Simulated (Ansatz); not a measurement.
BP (zinc blende)

```
CELL_PARAMETERS angstrom
      0.00000     2.26820     2.26820
      2.26820     0.00000     2.26820
      2.26820     2.26820     0.00000
ATOMIC_POSITIONS crystal
  P  0.75000 0.75000 0.75000
  B  0.00000 0.00000 0.00000
```

This relaxed cell (volume V₀) is scaled evenly in all directions, its shape held. Symmetry pins the atoms to their sites.

The numbers are results of r2SCAN (plane waves to 500 eV, PAW, scalar-relativistic; Ansatz, an electronic-structure program), not measurements. k mesh 12×12×12 (Γ-centred), Fermi-Dirac smearing 0.05 eV. Energies are smeared free energies. BP was relaxed with its symmetry unable to fall. The PAW data are Ansatz's earlier set. ΔE is measured from the relaxed starting cell.

What ΔE (eV/atom) does the calculation give at V/V₀ = 0.900, 0.925, 0.950, 0.975, 1.025, 1.050, 1.075, 1.100?


```tsv
V/V₀	ΔE (eV/atom)
0.900	0.0727
0.925	0.0392
0.950	0.0167
0.975	0.0040
1.025	0.0037
1.050	0.0143
1.075	0.0309
1.100	0.0530
```

(A scan under strain: stresses follow from slopes of the energy per volume, elastic moduli from its curvatures.)
